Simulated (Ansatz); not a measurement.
Input file for Ansatz (a first-principles code):

Ansatz 0.2 input:
```yaml
crystal:
  lattice:
    - [-2.9282755792, 2.9282755792, 1.5676449175]
    - [2.9282755792, -2.9282755792, 1.5676449175]
    - [2.9282755792, 2.9282755792, -1.5676449175]
  atoms:
    - { symbol: Sn, position: [0.75, 0.25, 0.5] }
    - { symbol: Sn, position: [0.0, 0.0, 0.0] }
kpoints:
  mp_grid: { grid: [15, 15, 15] }
hamiltonian:
  xc: pbesol
  pseudopotentials: { azcp: { folder: ./paw }, kind: paw }
scf:
  occupations: { method: fermi_dirac, width: 0.1 }
phonons:
  method: dfpt
  response_accuracy: low
  eigenvectors: true
  rigid_motions: translations
```

Output (shortened):

```
Pseudopotential: Sn, paw, valence charge 14
Functional definition: PBEsol
Crystal: 2 atoms, lattice volume = 53.769 Å³
Basis set: ecut = 420 eV, 1037 PW (Γ), exchange–correlation on 64×64×64 points (8 copies of the dense FFT grid, shifted against one another)
Bands: 18, of which v1, the nominal top of the filled ones, is band 14 counted from 1 (13 counted from 0)
Symmetry: 16 space group operations
k-points: 512 of 3375 (irreducible under 4 space group operations, time reversal used)
SCF iter   1: F=—  HF=-11899.749216 eV  |F-HF|=—  |Δ(HF+E_count)|=         —  Δρ=1.46e-2  dr2=1.10e-1  ethr=3.10e-3  ⟨swp⟩=6.0  Hψ=48264  notcnv=0
preconditioner: auto → Kerker (q_TF=auto, 2.447 Å⁻¹)
SCF iter   2: F=—  HF=-11899.725260 eV  |F-HF|=—  |Δ(HF+E_count)|=   2.40e-2  Δρ=9.24e-3  dr2=4.10e-2  ethr=3.94e-4  ⟨swp⟩=2.0  Hψ=15202  notcnv=0
SCF iter   3: F=—  HF=-11899.718798 eV  |F-HF|=—  |Δ(HF+E_count)|=   6.46e-3  Δρ=1.71e-3  dr2=1.25e-3  ethr=1.46e-4  ⟨swp⟩=2.0  Hψ=16409  notcnv=0
SCF iter   4: F=—  HF=-11899.718718 eV  |F-HF|=—  |Δ(HF+E_count)|=   8.04e-5  Δρ=1.56e-4  dr2=8.21e-6  ethr=4.45e-6  ⟨swp⟩=1.0  Hψ=9305  notcnv=0
SCF iter   5: F=—  HF=-11899.718727 eV  |F-HF|=—  |Δ(HF+E_count)|=   9.07e-6  Δρ=4.71e-5  dr2=1.57e-6  ethr=2.93e-8  ⟨swp⟩=2.0  Hψ=16535  notcnv=0
SCF iter   6: F=—  HF=-11899.718726 eV  |F-HF|=—  |Δ(HF+E_count)|=   3.77e-7  Δρ=9.77e-6  dr2=8.10e-8  ethr=5.61e-9  ⟨swp⟩=2.0  Hψ=16406  notcnv=0
SCF iter   7: F=—  HF=-11899.718726 eV  |F-HF|=—  |Δ(HF+E_count)|=   1.45e-8  Δρ=2.65e-6  dr2=4.08e-9  ethr=2.89e-10  ⟨swp⟩=1.8  Hψ=10981  notcnv=0
SCF iter   8: F=—  HF=-11899.718726 eV  |F-HF|=—  |Δ(HF+E_count)|=  2.47e-10  Δρ=3.67e-7  dr2=4.17e-11  ethr=1.46e-11  ⟨swp⟩=3.0  Hψ=17077  notcnv=0
SCF iter   9: F=-11899.718726 eV  HF=-11899.718726 eV  |F-HF|=3.64e-12  |Δ(HF+E_count)|=  1.27e-11  Δρ=5.36e-8  dr2=1.20e-12  ethr=1.00e-12  ⟨swp⟩=6.0  Hψ=37851  notcnv=0
SCF 1 converged in 9 iterations: F = -11899.718726 eV  dr2 = 1.20e-12
DFPT response loops at Γ: preconditioner auto → Kerker (q_TF=auto, 2.447 Å⁻¹) (partly filled bands, converged f_vac=0.000) …
SCF converged after 9 iterations
Free energy (F): -11899.718726 eV
Harris-Foulkes:  -11899.718726 eV  (|F-HF|=3.64e-12)
Internal energy: -11899.688757 eV  (E = F + TS)
E sigma→0 (E₀):  -11899.703742 eV
Entropy (-TS):   -0.029969 eV (-14.984 meV/atom)
Fermi energy:    10.782272 eV
--- Per-component energies (eV) ---
  E_band       = -161.480437
  E_kinetic    = 336.237214
  E_local      = -2009.127395  (includes V_loc(G=0)·N_el)
  E_nonlocal   = 293.814972
  E_hartree    = 1012.682549
  E_xc         = -249.889143
  E_vxc        = -161.397895  (∫ρ·V_xc dr)
  E_paw        = -8591.307643  (= ΣΔE_a)
  E_vpaw       = -646.373015  (= ΣTr[D̂ρ^β])
  E_aug_tail   = 0.000581  (compensation charges beyond the density's cutoff)
  E_ewald      = -2692.669571
  E_core_change = 0.569679  (= ΣΔE_core)
  E_smearing   = -0.029969  (= −TS)
  E_closure    = 0.000000  (closes the sum)
  Σ components = -11899.718726   (vs F -11899.718726, Δ=0.00e0)
  [band-id]    e_kinetic+e_local+e_nonlocal+2·e_hartree+e_vxc+e_vpaw+e_augmentation_tail = -161.480440   (vs E_band -161.480437, Δ=-3.22e-6)
--- Band table (eV; the first three rows and the last of 512) ---
  k-point 0: bands = ["-10.7954", "-10.7294", "-10.6747", "-10.6685", "-10.4970", "-10.4970", "-10.4873", "-10.4873", "-10.4069", "-10.2970", "-0.4356", "6.9773", "8.7157", "8.7157", "13.6591", "16.8967", "16.8967", "17.9535"]
  k-point 1: bands = ["-10.7916", "-10.7299", "-10.6768", "-10.6653", "-10.4987", "-10.4953", "-10.4865", "-10.4861", "-10.4091", "-10.3009", "-0.3958", "6.6161", "8.7635", "8.9994", "13.8460", "16.5088", "16.6526", "17.9991"]
  k-point 2: bands = ["-10.7802", "-10.7311", "-10.6825", "-10.6561", "-10.5041", "-10.4906", "-10.4843", "-10.4823", "-10.4156", "-10.3121", "-0.2762", "5.8847", "8.9064", "9.5116", "14.3931", "15.7296", "16.0613", "17.8428"]
  k-point 511: bands = ["-10.7383", "-10.7377", "-10.5416", "-10.5319", "-10.5188", "-10.5159", "-10.4939", "-10.4877", "-10.4829", "-10.4810", "2.9961", "3.1368", "5.9190", "6.0624", "16.1835", "16.1859", "19.7530", "19.9483"]
--- Phonons (Γ-DFPT): 2 representative perturbations + reference, on 512 of 3375 k-points (Σ response iterations 4) ---
  ASR residual: 9.633e-4 → 0.000e0 eV/Å²; symmetrization residual: 2.282e-12 eV/Å²
  ASR residual per site (eV/Å²): 9.63e-4 9.63e-4
  Γ frequencies (cm⁻¹): 0.00 0.00 0.00 44.34 130.42 130.42
  non-analytic LO–TO correction: not included (Born effective charges unavailable; polar crystals: no LO–TO splitting at Γ)
```

Cost: very roughly 60 core-seconds on shared cores.

Space group I4_1/amd (β-Sn type). Symmetry was held in the PBEsol relaxation. As this level gives no gap, phonon frequencies hold no LO–TO term and depend on the k-mesh and smearing (Fermi–Dirac, 0.1 eV here). Spin–orbit coupling is left out wherever it is not named.

Potentials: the earlier of the program's two PAW sets. The files were generated under PBE; for other functionals the program regenerates the frozen cores, and for LDA and PBEsol the local potential too.

Ansatz is a plane-wave DFT program.
